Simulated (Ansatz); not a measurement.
Cell and atoms are relaxed with the symmetry kept. Start:

```yaml
crystal:
  lattice:
    - [4.18487, 0.00000, 0.00000]
    - [-2.09243, 3.62420, 0.00000]
    - [0.00000, 0.00000, 5.51013]
  atoms:
    - { symbol: Sn, position: [0.33333, 0.66667, 0.25000] }
    - { symbol: Sn, position: [0.66667, 0.33333, 0.75000] }
    - { symbol: Pt, position: [0.00000, 0.00000, 0.00000] }
    - { symbol: Pt, position: [0.00000, 0.00000, 0.50000] }
```

Computed with DFT LDA, scalar-relativistic, plane waves, PAW in Ansatz 0.2.0.

Plane waves to 420 eV, a k mesh through Γ of 12×12×8 on the computed 4-atom cell and Gaussian smearing (0.10 eV); no spin polarisation.

Problem. What does it relax to?

Solution. The volume falls by 1.29 Å³/atom to 19.60 Å³/atom, and the energy falls by 36.7 meV/atom. Final structure:
```cif
data_structure
_symmetry_space_group_name_H-M 'P 1'
_symmetry_Int_Tables_number 1
_cell_length_a 4.0923
_cell_length_b 4.0923
_cell_length_c 5.4052
_cell_angle_alpha 90.000
_cell_angle_beta 90.000
_cell_angle_gamma 120.000
_cell_volume 78.39
loop_
_atom_site_label
_atom_site_type_symbol
_atom_site_fract_x
_atom_site_fract_y
_atom_site_fract_z
_atom_site_occupancy
Sn1 Sn 0.33333 0.66667 0.25000 1
Sn2 Sn 0.66667 0.33333 0.75000 1
Pt1 Pt 0.00000 0.00000 0.00000 1
Pt2 Pt 0.00000 0.00000 0.50000 1
```

Course of the relaxation (steps run on the plane waves of an earlier cell, and the basis is chosen afresh near the end, so energy and pressure can step there; trial steps that raised the energy were taken back; energies are free energies):

```json
{"step": "1", "E − E_final (meV/atom)": "36.7", "P (GPa)": "-8.52", "V (Å³/atom)": "20.89"}
{"step": "2", "E − E_final (meV/atom)": "63.3", "P (GPa)": "15.15", "V (Å³/atom)": "18.15"}
{"step": "3", "E − E_final (meV/atom)": "0.5", "P (GPa)": "-1.60", "V (Å³/atom)": "19.80"}
{"step": "4", "E − E_final (meV/atom)": "-0.6", "P (GPa)": "-0.02", "V (Å³/atom)": "19.60"}
{"step": "5", "E − E_final (meV/atom)": "0.0", "P (GPa)": "-0.01", "V (Å³/atom)": "19.60"}
```

Spin–orbit coupling is left out, which can shift energies with elements as heavy as these.